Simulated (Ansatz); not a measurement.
Si₂Ru in space group P4/mmm (No. 123; Si on 2h, Ru on 1a) under volume change, the program Ansatz at the r²SCAN level (PAW), shape and atoms relaxed at each volume.

| V (Å³/atom) | E − E(relaxed) (meV/atom) | P (GPa) |
|---|---|---|
| 12.973 | 82.1 | 22.33 |
| 13.401 | 34.3 | 13.67 |
| 13.829 | [?] | [?] |
| 14.256 | 0.0 | 0.00 |
| 14.684 | 7.3 | -5.28 |
| 15.112 | 27.1 | -9.57 |
| 15.539 | [?] | [?] |

Fill in the missing entries.


- 15.539, E − E(relaxed) (meV/atom): 57.6
- 15.539, P (GPa): -13.25
- 13.829, E − E(relaxed) (meV/atom): 8.1
- 13.829, P (GPa): 6.23

What does a third-order Birch–Murnaghan fit give for V₀, B₀ and B′?

V₀ = 14.26 Å³/atom, B₀ = 189 GPa, B′ = 4.8.

The first step of the workflow began from a Materials Project structure, measured or hypothetical; the Crystallography Open Database copy checked does not list it. Its standing as an ambient phase is unchecked. Symmetry was held in the r²SCAN relaxation; its stability against distortions is not shown here. The run is not spin-polarised.

Potentials: the later of the program's two PAW sets.
